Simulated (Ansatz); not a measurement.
A: ZnCu (CsCl type), a = b = c = 2.9638 Å, α = β = γ = 90.00°
B: Sn (diamond), a = b = c = 6.655 Å, α = β = γ = 90.00°
C: InAs (zinc blende), a = b = c = 6.1867 Å, α = β = γ = 90.00°
D: Cs2AgBiBr6 (double-perovskite type, space group Fm-3m), a = 11.477 Å, b = 11.477 Å, c = 11.477 Å, α = 90.00°, β = 90.00°, γ = 90.00°
E: Ir (fcc, Cu type), a = b = c = 3.871 Å, α = β = γ = 90.00°

Scan: energy against volume (even scaling of the relaxed cell, symmetry kept). One method and one kind of scan serve all of them; meshes and ranges differ. All were relaxed with their symmetry unable to fall. At this level the bands of InAs touch or barely overlap; measurements give the solid a gap. Ir is run without spin polarisation. Spin-orbit coupling is left out. The relaxed volume of Sn is well above the measured one; the method has no dispersion term. ZnCu is run without spin polarisation.

**Question.** Order them by bulk modulus (fitted) (highest first) at the level PBE (plane waves to 420 eV, PAW, scalar-relativistic; Ansatz, a program for electronic structure).

**Answer.** E (346 GPa), A (114 GPa), C (48.3 GPa), B (35.7 GPa), D (20.5 GPa)

(Under strain, the slope of the energy per volume gives the stress and its curvature an elastic modulus.)
